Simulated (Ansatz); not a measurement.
Given:

SiC (4H type, space group P6_3mc)

```yaml
crystal:
  lattice:
    - [3.09412, 0.00000, 0.00000]
    - [-1.54706, 2.67959, 0.00000]
    - [0.00000, 0.00000, 10.12917]
  atoms:
    - { symbol: Si, position: [0.00000, 0.00000, 0.00031] }
    - { symbol: Si, position: [0.00000, 0.00000, 0.50031] }
    - { symbol: Si, position: [0.66667, 0.33333, 0.75025] }
    - { symbol: Si, position: [0.33333, 0.66667, 0.25025] }
    - { symbol: C, position: [0.00000, 0.00000, 0.81285] }
    - { symbol: C, position: [0.00000, 0.00000, 0.31285] }
    - { symbol: C, position: [0.66667, 0.33333, 0.56221] }
    - { symbol: C, position: [0.33333, 0.66667, 0.06221] }
```

The volume is varied about the relaxed value V₀ at fixed cell shape. The atoms relax within the cell's symmetry.

The numbers are results of PBE (plane waves to 420 eV, PAW, scalar-relativistic; Ansatz, a program for electronic structure), not measurements. k mesh 12×12×4 (Γ-centred), Fermi-Dirac smearing 0.05 eV. E stands for the smeared free energy. Compression counts positive. With the shape held, the modulus is that of even scaling; a crystal free to change shape is softer. SiC was relaxed with its symmetry unable to fall. The PAW data are Ansatz's earlier set. The zero of ΔE is the relaxed starting cell.

The scan covers V/V₀ from 0.940 to 1.060 in 11 points.

**Question.** What is the fitted pressure derivative B₀′?

**Answer.** 3.9.

**Question.** What bulk modulus at fixed cell shape B₀ follows from a third-order Birch-Murnaghan fit?

**Answer.** 213 GPa.

(A scan under strain: stresses follow from slopes of the energy per volume, elastic moduli from its curvatures.)
